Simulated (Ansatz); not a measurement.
Structure: an ordered 8-atom cell of CuGaSe2 on the zincblende lattice (I-42d), at its r2SCAN minimum. The symmetry is I-42d (No. 122, tetragonal); a = 5.608 Å, c = 11.099 Å in the conventional setting, 21.82 Å³ an atom. Cu has 4 Se at 2.41 Å; Se has 2 Cu at 2.41 Å and 2 Ga at 2.43 Å; Ga has 4 Se at 2.43 Å.

```
Cu Se Ga
1.0
    -2.80413    2.80413    5.54928
     2.80413   -2.80413    5.54928
     2.80413    2.80413   -5.54928
Cu Se Ga
2 4 2
Direct
  0.00000 0.00000 0.00000
  0.75000 0.25000 0.50000
  0.37500 0.37136 0.49636
  0.12136 0.62500 0.99636
  0.87500 0.87864 0.50364
  0.62864 0.12500 0.00364
  0.50000 0.50000 0.00000
  0.25000 0.75000 0.50000
```

5 runs of the plane-wave code Ansatz on this cell differ in the functional (and in the settings that go with it). Levels are in eV from each run's valence top; v1 is the last filled band, c1 the first empty one.

Run A, mean stress -0.3 GPa (compression positive):
```tsv
point	v5	v3	v1	c1	c2	c3
Γ	-1.86	-0.10	0.00	1.22	2.78	3.13
X	-1.47	-0.90	-0.55	2.07	2.07	4.45
P	-1.48	-0.92	-0.73	2.47	2.47	4.22
N	-1.53	-1.34	-0.61	3.10	3.50	4.16
```

Run B, mean stress -3.3 GPa (compression positive):
```tsv
point	v5	v3	v1	c1	c2	c3
Γ	-1.74	-0.11	0.00	0.02	1.82	2.14
X	-1.40	-0.86	-0.52	1.01	1.01	3.25
P	-1.43	-0.88	-0.72	1.47	1.47	2.98
N	-1.47	-1.28	-0.59	2.08	2.47	3.12
```

Run C, mean stress +2.5 GPa (compression positive):
```tsv
point	v5	v3	v1	c1	c2	c3
Γ	-1.68	-0.11	0.00	0.18	1.91	2.21
X	-1.37	-0.83	-0.50	1.11	1.11	3.34
P	-1.38	-0.85	-0.69	1.54	1.54	3.08
N	-1.40	-1.23	-0.57	2.14	2.52	3.19
```

Run D, mean stress 0.0 GPa (compression positive):
```tsv
point	v5	v3	v1	c1	c2	c3
Γ	-1.65	-0.11	0.00	0.56	2.16	2.45
X	-1.36	-0.82	-0.49	1.41	1.41	3.72
P	-1.34	-0.84	-0.66	1.81	1.81	3.49
N	-1.35	-1.20	-0.55	2.40	2.80	3.49
```

Run E, mean stress +0.7 GPa (compression positive):
```tsv
point	v5	v3	v1	c1	c2	c3
Γ	-2.19	-0.09	0.00	1.97	3.54	3.98
X	-1.62	-1.01	-0.62	2.88	2.88	5.29
P	-1.70	-1.03	-0.83	3.29	3.29	5.04
N	-1.83	-1.50	-0.71	3.98	4.38	4.96
```

Task: Match the runs to LDA, PBE, r2SCAN, r2SCANh, PBE0.

Result: A is r2SCANh, B is LDA, C is PBE, D is r2SCAN, E is PBE0. In order of the gap: LDA 0.02, PBE 0.18, r2SCAN 0.56, r2SCANh 1.22, PBE0 1.97 eV. The stress vanishes for r2SCAN, which relaxed the cell.

No spin polarisation. The prototype was imposed, so other structures may be more stable.

Spin-orbit coupling is left out.

The stress of a hybrid is loosely converged in these runs.

Gaps or overlaps of about a tenth of an eV are at the limit of these meshes: between the points read a gap can be smaller or closed.
